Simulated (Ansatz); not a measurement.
**Perovskite alloy of KMgF3 and KZnF3 (3 of 8 Mg sites exchanged), 40 atoms**

Ansatz, PAW, plane waves. PBEsol relaxation of volume and atoms (shape held) at the single k point (¼, ¼, ¼) without its symmetry partners; single points on the relaxed atoms at the Γ point alone, onto which points of the small cell's zone fold. Arrangement: quasirandom. No spin–orbit coupling unless named.

Relaxed structure:

```
K Mg Zn F
1.0
     8.03079    0.00000    0.00000
     0.00000    8.03079    0.00000
     0.00000    0.00000    8.03079
K Mg Zn F
8 5 3 24
Direct
  0.99949 0.00050 0.99954
  0.99948 0.00047 0.50006
  0.99946 0.50062 0.99953
  0.99946 0.50062 0.50004
  0.49936 0.00048 0.99956
  0.49936 0.00047 0.50007
  0.49932 0.50062 0.99955
  0.49931 0.50059 0.50006
  0.24940 0.25055 0.24980
  0.24940 0.75055 0.24981
  0.74941 0.25054 0.24980
  0.74939 0.25054 0.74981
  0.74941 0.75054 0.24980
  0.24939 0.25056 0.74979
  0.24938 0.75057 0.74981
  0.74938 0.75054 0.74980
  0.24937 0.25075 0.00276
  0.24943 0.25037 0.49683
  0.24965 0.75065 0.00291
  0.24915 0.75045 0.49671
  0.74950 0.25056 0.00002
  0.74930 0.25052 0.49958
  0.74945 0.75064 0.00277
  0.74936 0.75045 0.49684
  0.99930 0.25056 0.24984
  0.99653 0.25027 0.74964
  0.99939 0.75054 0.24972
  0.99923 0.75067 0.74993
  0.49951 0.25053 0.24974
  0.50226 0.25081 0.74997
  0.49943 0.75056 0.24989
  0.49956 0.75040 0.74967
  0.24939 0.00057 0.24977
  0.24973 0.00073 0.74986
  0.24942 0.50053 0.24985
  0.24910 0.50038 0.74974
  0.74942 0.00065 0.24985
  0.74940 0.00340 0.74985
  0.74940 0.50043 0.24975
  0.74941 0.49768 0.74976
```

(1) What are the mean bond lengths by pair (pairs within 1.2 times the sum of covalent radii, less contacts 15 % beyond the pair's median; cation–cation pairs of compounds aside; long ionic contacts are cut short by that bound)?

(2) What gap lies between the top filled and the lowest empty level in the single points?

Answers

(1) F–K 2.839 ± 0.002 Å (standard deviation, 96 bonds); F–Mg 2.000 ± 0.011 Å (standard deviation, 30 bonds); F–Zn 2.021 ± 0.012 Å (standard deviation, 18 bonds).

(2) HSE06 7.62 eV (36 s).
